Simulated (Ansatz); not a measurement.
Te:
```
Te
1.0
    4.51749     0.00000     0.00000
   -2.25875     3.91226     0.00000
    0.00000     0.00000     5.92336
Te
3
Direct
  0.26069   0.00000   0.33333
  0.00000   0.26069   0.66667
  0.73931   0.73931   0.00000
```

Relaxed with r²SCAN+D4. Independent-particle spectrum: no excitons, no local fields, no scissors shift; 0.1 eV broadening; ε₁ of the summed bands alone.

Task: Tabulate the dielectric function from r²SCAN+D4 in the plane-wave PAW code Ansatz.

Result: 

```csv
E (eV),ε₁ xx,ε₂ xx,ε₁ zz,ε₂ zz
0.0,24.35,0.00,37.00,0.00
0.4,27.04,0.71,39.72,0.03
0.8,30.19,5.71,52.89,3.94
1.2,24.53,19.46,44.51,53.00
1.6,31.90,14.79,43.49,40.81
2.0,17.15,52.59,0.62,70.48
2.4,-12.20,30.65,-21.47,35.77
2.8,-11.67,15.55,-19.79,19.96
3.2,-9.51,8.94,-15.25,10.18
3.6,-6.08,4.87,-9.54,6.47
4.0,-3.46,3.59,-6.11,5.66
4.4,-1.61,2.82,-5.00,4.37
4.8,-0.54,3.25,-3.25,4.81
5.2,-0.26,2.89,-3.26,4.45
5.6,0.94,2.40,-2.47,3.51
6.0,1.28,3.41,-2.48,4.22
6.4,1.85,3.36,-1.90,3.47
6.8,2.69,4.29,-1.40,3.54
7.2,1.77,5.09,-2.05,4.17
7.6,0.83,7.18,-2.32,2.94
8.0,-1.78,5.95,-2.20,2.17
8.4,-1.68,4.73,-0.89,2.53
8.8,-1.96,3.89,-1.62,2.98
9.2,-2.04,3.09,-2.04,2.22
9.6,-1.66,2.70,-1.73,1.69
10.0,-1.70,2.42,-1.55,1.54
10.4,-1.65,2.08,-1.39,1.30
10.8,-1.49,1.73,-1.24,1.17
11.2,-1.30,1.46,-1.03,1.01
11.6,-1.10,1.26,-0.91,0.97
12.0,-0.93,1.18,-0.82,0.90
```

Task: From ε at 1.9 eV (xx: 32.06 + 44.64i), find n, k, the normal reflectivity and the absorption coefficient.

Result: n = 6.60, k = 3.384, R = 62 %, α = 2kE/ħc = 650000 cm⁻¹.

With all bands, ε∞ without local fields is 24.4 (xx = yy), 37.1 (zz).

Space group P3_121 (trigonal Se type). Symmetry was held in the r²SCAN+D4 relaxation; phonons on a q-mesh show no instability. Scalar-relativistic: spin–orbit coupling is off unless named, which matters more the heavier the elements.

Potentials: the later of the program's two PAW sets.
